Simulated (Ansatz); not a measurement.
SrZn₂As₂:
```yaml
crystal:
  lattice:
    - [4.21424, 0.00000, 0.00000]
    - [-2.10712, 3.64964, 0.00000]
    - [0.00000, 0.00000, 7.27101]
  atoms:
    - { symbol: Sr, position: [0.00000, 0.00000, 0.00000] }
    - { symbol: Zn, position: [0.66667, 0.33333, 0.37141] }
    - { symbol: Zn, position: [0.33333, 0.66667, 0.62859] }
    - { symbol: As, position: [0.66667, 0.33333, 0.72781] }
    - { symbol: As, position: [0.33333, 0.66667, 0.27219] }
```

Relaxed with r²SCAN.

### Question
Map the electron localisation function on the plane through (0.000, 0.000, 0.000) spanned by u = [0, 0, 1] and v = [1, -1, 0] in lattice vectors, from the program Ansatz at the r²SCAN level (PAW).

### Answer
x is the fraction of u, y of v (the angle between them is 90°; rows are the nearest grid lines); atoms in the plane: Sr at (0.00, 0.00), Zn at (0.37, 0.67), Zn at (0.63, 0.33), As at (0.73, 0.67), As at (0.27, 0.33).
```
| .*@@%-                       -%@@*. |
|*#@@@*.                       .*@@@#*|
|@@@@%-                ......   -#@@@@|
|%#*=.   ...:...... ..:-=++**+-. .-+#%|
|--.    ..::::.......:=+**####*+:...:-|
|      .::::::::::.:-+*#######%%%#=:  |
|.    ..::::.. .....-*###*+++*#%%%#+:.|
|-.   .::::.      .:-*##*-...-*#%@@%*-|
|-.   .::::.      .:-*##*-...-*#%@@%*-|
|:.  ..::::..    ...-*##*+-:-=#%%@%#+:|
|.  .:-===-:::.....:-+########%%%%#+:.|
|  .:=+****+--:::.::-=+##%%%%%%%%#+-. |
| .-+#%%%%%%%%##+=-::.:::--+****+=:.  |
|.:+#%%%%########+-:.....:::-===-:.  .|
|:+#%@%%#=-:-+*##*-...    ..::::..  .:|
|-*%@@%#*-...-*##*-:.      .::::.   .-|
|-*%@@%#*-...-*##*-:.      .::::.   .-|
|.:+#%%%#*+++*###*-..... ..::::..    .|
|  :=#%%%#######*+-:.::::::::::.      |
|-:...:+*####**+=:.......::::..    .--|
|%#+-. .-+**++=-:.. ......:...   .=*#%|
|@@@@#-   ......                -%@@@@|
|*#@@@*.                       .*@@@#*|
| .*@@%-                       -%@@*. |
```
Scale: ten equal steps from 0.000 (start of ' ') to 0.868 (end of '@'), in the order ' .:-=+*#%@'; x runs from 0.000 to 1.00, y from 0.000 (bottom) to 1.00 (top).

The density is the valence pseudo-density with augmentation charge, so density and ELF within about 1 Å of a nucleus are not all-electron values.

Space group P-3m1. The workflow started from a Materials Project entry (that database holds measured and hypothetical structures alike); the Crystallography Open Database copy checked does not list it. Whether it is the stable phase at ambient conditions was not checked. The cell was relaxed with r²SCAN under the symmetry of its start; its stability against distortions is not shown here.

Potentials: the later of the program's two PAW sets.
